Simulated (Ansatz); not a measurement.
Input, command and steps of an Ansatz relaxation.

```yaml
crystal:
  lattice:
    - [3.7157269488, 0.0, 0.0]
    - [0.0, 3.7157269488, 0.0]
    - [0.0, 0.0, 8.1708274102]
  atoms:
    - { symbol: Hf, position: [0.0, 0.5, 0.2479655691] }
    - { symbol: Hf, position: [0.5, 0.0, 0.7520344309] }
    - { symbol: Ge, position: [0.0, 0.0, 0.0] }
    - { symbol: Ge, position: [0.5, 0.5, 0.0] }
    - { symbol: Te, position: [0.0, 0.5, 0.619558181] }
    - { symbol: Te, position: [0.5, 0.0, 0.380441819] }
basis:
  ecutwfc: 420
kpoints:
  mp_grid: { grid: [10, 10, 4] }
hamiltonian:
  xc: pbesol
scf:
  occupations: { method: gaussian, width: 0.1 }
output:
  forces: true
  stress: true
  eigenvalues: true
relax:
  adjacent_minimum: "off"
  f_tol: 0.008
  max_steps: 50
  cell: { stress_tol: 0.08, p_target: 12.0 }
```

```bash
ansatz run input.yaml --threads 1 --pin off --max-ram 2560MiB --backend cpu --events-out ev --progress --plain --runs-dir out
```

Theory: DFT PBEsol, scalar-relativistic, plane waves, PAW in Ansatz 0.2.0.

Of 4 frames 3 are shown, positions in Å and forces in eV/Å; the SCF threshold varies from step to step. Steps run on the plane waves of an earlier cell, with a Pulay correction in the pressure. The basis is chosen afresh for the last frame, the zero of the energies, and at times for earlier ones too; energy and pressure can step there, also at an unchanged geometry. Where two frames share a geometry here, they differ by under 2 meV/atom and 0.3 GPa. The relaxation lowers the enthalpy F + PV at the target pressure, so the free energy itself can rise. The mark taken_back stands on steps that the optimiser undid.

```xyz
6
Lattice="3.7157 0.0000 0.0000 0.0000 3.7157 0.0000 0.0000 0.0000 8.1708" Properties=species:S:1:pos:R:3:forces:R:3 pbc="T T T" step=1 free_energy_over_end_meV_per_atom=5.00 pressure_GPa=12.60
Hf    0.0000    1.8579    2.0261    0.0000    0.0000    0.1408
Hf    1.8579    0.0000    6.1447    0.0000    0.0000   -0.1408
Ge    0.0000    0.0000    0.0000    0.0000    0.0000    0.0000
Ge    1.8579    1.8579    0.0000    0.0000    0.0000    0.0000
Te    0.0000    1.8579    5.0623    0.0000    0.0000   -0.1476
Te    1.8579    0.0000    3.1085    0.0000    0.0000    0.1476
6
Lattice="3.7187 0.0000 0.0000 0.0000 3.7187 0.0000 0.0000 0.0000 8.2048" Properties=species:S:1:pos:R:3:forces:R:3 pbc="T T T" step=2 free_energy_over_end_meV_per_atom=1.86 pressure_GPa=11.33 taken_back
Hf    0.0000    1.8593    2.0610    0.0000    0.0000   -0.2918
Hf    1.8593    0.0000    6.1437    0.0000    0.0000    0.2918
Ge    0.0000    0.0000    0.0000    0.0000    0.0000    0.0000
Ge    1.8593    1.8593    0.0000    0.0000    0.0000    0.0000
Te    0.0000    1.8593    5.0270    0.0000    0.0000    0.6046
Te    1.8593    0.0000    3.1778    0.0000    0.0000   -0.6046
6
Lattice="3.7200 0.0000 0.0000 0.0000 3.7200 0.0000 0.0000 0.0000 8.1776" Properties=species:S:1:pos:R:3:forces:R:3 pbc="T T T" step=4 free_energy_over_end_meV_per_atom=0.00 pressure_GPa=11.99
Hf    0.0000    1.8600    2.0359    0.0000    0.0000    0.0050
Hf    1.8600    0.0000    6.1418    0.0000    0.0000   -0.0050
Ge    0.0000    0.0000    0.0000    0.0000    0.0000    0.0000
Ge    1.8600    1.8600    0.0000    0.0000    0.0000    0.0000
Te    0.0000    1.8600    5.0553    0.0000    0.0000   -0.0053
Te    1.8600    0.0000    3.1223    0.0000    0.0000    0.0053
```

Time: 2.5 min on 1 thread of Arm Neoverse V1 (shared host), peak memory 0.65 GiB.

Spin–orbit coupling is left out, which can shift energies with elements as heavy as these.